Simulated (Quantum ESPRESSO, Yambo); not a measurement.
SiC (2H, space group P6_3mc, No. 186): static response along x against the Γ-centred k mesh (Yambo on LDA (pw.x of Quantum ESPRESSO, ONCV potentials, without SOC) bands; 31 bands, 4 Ry block). The smallest direct LDA gap is 3.94 eV. Axes are Cartesian, with cell vectors (Å) (3.05, 0.00, 0.00), (-1.53, 2.64, 0.00), (0.00, 0.00, 5.01).

```
k mesh   ε(0), independent particles  ε(0), RPA with local fields        rough Yambo cost
-------  ---------------------------  ---------------------------  ----------------------
6×6×4                           7.59                         7.11               about 1/7
9×9×4                           7.21                         6.74               about 1/4
12×12×6                         7.16                         6.69  within a factor of two
15×15×8                         7.15                         6.68                       1
```

The last step changes the RPA value by 0.1 %. Electronic response only; costs are rough.

Geometry relaxed with LDA; primitive cell a = 3.0540 Å, b = 3.0540 Å, c = 5.0119 Å, α = 90.00°, β = 90.00°, γ = 120.00°.
